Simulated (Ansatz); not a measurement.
## In3Se (Pm-3m), an elastic constant from a strain scan

All numbers below come from DFT PBE+D3(BJ), scalar-relativistic, plane waves, PAW in Ansatz. The runs took a 420 eV cutoff, a Γ-centred 10×10×10 mesh and Gaussian smearing (0.15 eV). No spin polarisation. Energies are free energies at this smearing, counted from the undisturbed cell; pressure is positive in compression.

Reference structure (relaxed at this level; it needn't be the usual structure):

```
In Se
1.0
     4.70090    0.00000    0.00000
     0.00000    4.70090    0.00000
     0.00000    0.00000    4.70090
In Se
3 1
Cartesian
  0.0000 2.3504 2.3504
  2.3504 0.0000 2.3504
  2.3504 2.3504 0.0000
  0.0000 0.0000 0.0000
```

The cell is strained by ε times the Voigt pattern (0, 0, 0, 1, 0, 0) (xx, yy, zz, yz, xz, xy; engineering shear) with fractional coordinates fixed. The cell holds 4 atoms in V0 = 103.88 Å³. The stress column is τ = (1/V0) dE/dε, got from the stress tensor σ (compression positive) at each point as −det(1 + εP) σ : P(1 + εP)⁻¹, with P the pattern as a tensor.

| ε | ΔE (meV/atom) | τ (GPa) |
| --- | --- | --- |
| -0.0875 | 6.796 | -1.057 |
| -0.0750 | 4.828 | -0.885 |
| -0.0625 | 3.214 | -0.708 |
| -0.0500 | 1.962 | -0.530 |
| -0.0375 | 1.057 | -0.367 |
| -0.0250 | 0.458 | -0.230 |
| -0.0125 | 0.113 | -0.112 |
| 0.0000 | 0.000 | 0.000 |
| 0.0125 | 0.113 | 0.112 |
| 0.0250 | 0.458 | 0.230 |
| 0.0375 | 1.057 | 0.367 |
| 0.0500 | 1.962 | 0.530 |
| 0.0625 | 3.214 | 0.708 |
| 0.0750 | 4.828 | 0.885 |
| 0.0875 | 6.796 | 1.057 |
| 0.1000 | ? | ? |

**Question.** Which combination of elastic constants does this scan measure, and how large is it?

**Answer.** For small ε, τ = τ0 + Kε with K = pᵀCp, which for this pattern is C44 in the cubic axes. The parabola through τ at ε = -0.0125, 0 and 0.0125 has slope K = 9.0 GPa at zero. The energies per cell, E = NΔE, of the same two points give K = 2[E(ε₊)/ε₊ − E(ε₋)/ε₋]/[(ε₊ − ε₋)V0] = 8.9 GPa, in agreement.

**Question.** Predict the withheld row at ε = 0.1000 from the harmonic law, and compare.

**Answer.** ΔE = V0(τ0 ε + Kε²/2)/N = 7.259 meV/atom and τ = 0.90 GPa. The calculation gives 9.112 meV/atom and 1.23 GPa: the energy lies 26 % above the harmonic value.

In a metal these slopes depend on the k mesh and the smearing.